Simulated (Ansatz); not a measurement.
CaB₆ (space group Pm-3m)

```xyz
7
Lattice="4.1478 0.0000 0.0000 0.0000 4.1478 0.0000 0.0000 0.0000 4.1478" Properties=species:S:1:pos:R:3 pbc="T T T"
Ca     0.0000     0.0000     0.0000
B      0.8369     2.0739     2.0739
B      3.3108     2.0739     2.0739
B      2.0739     0.8369     2.0739
B      2.0739     3.3108     2.0739
B      2.0739     2.0739     0.8369
B      2.0739     2.0739     3.3108
```

This relaxed cell (volume V₀) is scaled evenly in all directions, its shape held. The atoms relax within the cell's symmetry.

Computed with PBE (plane waves to 420 eV, PAW, scalar-relativistic; Ansatz, a quantum-chemistry and plane-wave program). k mesh 8×8×8 (Γ-centred), Fermi-Dirac smearing 0.05 eV. Stress and pressure are positive under compression. CaB6 was relaxed with its symmetry unable to fall.

At one point of the scan the stress tensor (GPa) is:

```
   14.4      0.0      0.0
    0.0     14.4      0.0
    0.0      0.0     14.4
```

**Question.** Which point is it?
A) V/V₀ = 0.960
B) V/V₀ = 0.920
C) V/V₀ = 0.840
D) V/V₀ = 0.880

**Answer.** B, V/V₀ = 0.920

(A scan under strain: stresses follow from slopes of the energy per volume, elastic moduli from its curvatures.)
